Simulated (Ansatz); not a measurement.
## Perovskite alloy of KTaO3 and KNbO3 (3 of 8 Ta sites exchanged), 40 atoms

Ansatz, PAW, plane waves. PBEsol relaxation of volume and atoms (shape held) at the single k point (¼, ¼, ¼) without its symmetry partners; single points on the relaxed atoms at the single k point (¼, ¼, ¼) without its symmetry partners, onto which points of the small cell's zone fold. Arrangement: random. No spin–orbit coupling unless named.

Relaxed structure:

```xyz
40
Lattice="7.9830 0.0000 0.0000 0.0000 7.9830 0.0000 0.0000 0.0000 7.9830" Properties=species:S:1:pos:R:3 pbc="T T T"
K     7.9689    7.9709    7.9618
K     7.9685    7.9667    3.9706
K     7.9729    3.9780    7.9643
K     7.9734    3.9787    3.9749
K     3.9809    7.9725    7.9658
K     3.9769    7.9710    3.9711
K     3.9818    3.9768    7.9670
K     3.9793    3.9777    3.9746
Nb    1.9555    1.9517    1.9219
Nb    1.9282    1.9545    5.9133
Nb    5.9198    1.9519    5.9398
Ta    1.9800    5.9448    1.9751
Ta    1.9825    5.9482    5.9672
Ta    5.9494    1.9811    1.9506
Ta    5.9714    5.9722    1.9731
Ta    5.9733    5.9449    5.9648
O     2.0257    2.0198    0.0276
O     2.0259    2.0206    4.0190
O     2.0094    6.0118    0.0118
O     2.0096    6.0111    4.0030
O     6.0164    2.0142    0.0199
O     6.0166    2.0149    4.0112
O     6.0006    6.0061    0.0088
O     6.0005    6.0054    4.0003
O     0.0260    2.0148    2.0188
O     0.0341    2.0205    6.0110
O     0.0153    6.0056    2.0025
O     0.0182    6.0114    5.9943
O     4.0178    2.0142    2.0186
O     4.0256    2.0201    6.0111
O     4.0068    6.0062    2.0024
O     4.0099    6.0113    5.9944
O     2.0151    0.0233    2.0141
O     2.0215    0.0261    6.0058
O     2.0156    4.0149    2.0140
O     2.0215    4.0179    6.0066
O     6.0074    0.0174    2.0095
O     6.0120    0.0233    6.0003
O     6.0071    4.0092    2.0093
O     6.0123    4.0149    6.0007
```

**Question.** What are the mean bond lengths by pair (pairs within 1.2 times the sum of covalent radii, less contacts 15 % beyond the pair's median; cation–cation pairs of compounds aside; long ionic contacts are cut short by that bound)?

**Answer.** K–O 2.823 ± 0.035 Å (standard deviation, 96 bonds); Nb–O 1.999 ± 0.084 Å (standard deviation, 18 bonds); O–Ta 1.997 ± 0.046 Å (standard deviation, 30 bonds).

**Question.** What gap lies between the top filled and the lowest empty level in the single points?

**Answer.** r²SCAN 3.41 eV (3.2 s on NVIDIA GB300). Away from Γ this isn't the crystal's band gap.
